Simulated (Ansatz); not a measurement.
SrHfO₃:
```xyz
10
Lattice="-2.8571 2.8571 4.1356 2.8571 -2.8571 4.1356 2.8571 2.8571 -4.1356" Properties=species:S:1:pos:R:3 pbc="T T T"
Sr     2.8571     0.0000     2.0678
Sr     0.0000     2.8571     2.0678
Hf     0.0000     0.0000     4.1356
Hf     0.0000     0.0000     0.0000
O      1.1004     3.9576     0.0000
O      1.7567    -1.1004     4.1356
O      1.7567     1.1004     0.0000
O      1.1004     1.7567     4.1356
O      0.0000     0.0000     6.2034
O      0.0000     0.0000     2.0678
```

PBEsol (plane waves, PAW; program Ansatz) gives a gap of 4.09 eV without spin–orbit coupling, maximum on the Γ–M line, 15 % of the way from Γ, minimum at Γ.

Problem. What happens when spin–orbit coupling is switched on?

Solution. The gap falls by 0.14 eV, to 3.95 eV; maximum on the Γ–M line, 18 % of the way from Γ, minimum at Γ.

Problem. Give the electron effective mass with spin–orbit coupling.

Solution. 0.47, 0.77, 0.77 mₑ (principal values).

Problem. Give the hole effective mass with spin–orbit coupling.

Solution. 0.51, 0.51, 5.1 mₑ (principal values).

Space group I4/mcm. The first step of the workflow began from a Materials Project structure, measured or hypothetical; the Crystallography Open Database copy checked does not list it. COD files the formula under space group No. 62, 63, 221. Its standing as an ambient phase is unchecked. The cell was relaxed with PBEsol under the symmetry of its start; its stability against distortions is not shown here. No spin polarisation was allowed.

Potentials: the later of the program's two PAW sets.
